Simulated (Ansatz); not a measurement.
Te:
Space group P3₁21 (No. 152); a = b = 4.6248 Å, c = 5.9036 Å, α = β = 90.00°, γ = 120.00°

```
atom  site  symmetry       x       y       z
----  ----  --------  ------  ------  ------
Te      3a       .2.  0.7467  0.7467  0.0000
```

Relaxed with r²SCAN.

Which orbitals make up the states near the band edges in the program Ansatz at the r²SCAN level (PAW)?

Top 1 eV of the valence band: Te 5p 94 %. Bottom 1 eV of the conduction band: Te 5p 90 %, Te 5s 5 %. Projections are on Löwdin-orthogonalised atomic valence shells; empty p or d shells of many metals are not among them.

Tabulate the density of states.

States/eV per cell of 3 atoms, in 0.25 eV bins, energy from the valence-band maximum.

```
E (eV)  total  Te 5p  Te 5s
------  -----  -----  -----
-7.87    0.00   0.00   0.00
-7.62    0.00   0.00   0.00
-7.37    0.00   0.00   0.00
-7.12    0.00   0.00   0.00
-6.87    0.00   0.00   0.00
-6.62    0.00   0.00   0.00
-6.37    0.00   0.00   0.00
-6.12    0.00   0.00   0.00
-5.87    0.00   0.00   0.00
-5.62    0.00   0.00   0.00
-5.37    0.35   0.34   0.00
-5.12    1.45   1.42   0.02
-4.87    2.12   2.06   0.04
-4.62    3.05   2.97   0.05
-4.37    3.93   3.80   0.10
-4.12    2.62   2.50   0.10
-3.87    1.87   1.76   0.09
-3.62    2.05   1.92   0.12
-3.37    3.25   3.06   0.17
-3.12    2.35   2.19   0.14
-2.87    1.47   1.37   0.09
-2.62    1.03   0.96   0.06
-2.37    1.33   1.24   0.07
-2.12    1.86   1.75   0.09
-1.87    2.67   2.53   0.11
-1.62    3.86   3.65   0.15
-1.37    3.31   3.13   0.13
-1.12    3.31   3.13   0.13
-0.87    2.91   2.76   0.10
-0.62    1.80   1.69   0.08
-0.37    1.12   1.04   0.06
-0.12    0.28   0.26   0.02
0.13     0.00   0.00   0.00
0.38     0.00   0.00   0.00
0.63     0.00   0.00   0.00
0.88     0.44   0.40   0.03
1.13     3.29   2.96   0.19
1.38     3.83   3.44   0.19
1.63     2.47   2.25   0.09
1.88     3.50   3.22   0.08
2.13     3.15   2.89   0.06
2.38     2.40   2.21   0.05
2.63     2.00   1.85   0.03
2.88     1.16   1.08   0.02
3.13     0.92   0.87   0.01
3.38     0.59   0.55   0.01
3.63     0.24   0.21   0.00
3.88     0.09   0.02   0.00
4.13     0.42   0.03   0.00
4.38     0.72   0.04   0.00
4.63     1.22   0.07   0.00
4.88     1.97   0.10   0.00
5.13     2.58   0.11   0.00
5.38     1.18   0.03   0.00
```

Space group P3_121 (trigonal Se type). The r²SCAN relaxation kept the symmetry of its start. A crystal of weakly bound chains computed without a dispersion correction: the cell and the soft elastic constants depend strongly on that. Scalar-relativistic: spin–orbit coupling is off unless named, which matters more the heavier the elements.

Potentials: the earlier of the program's two PAW sets.
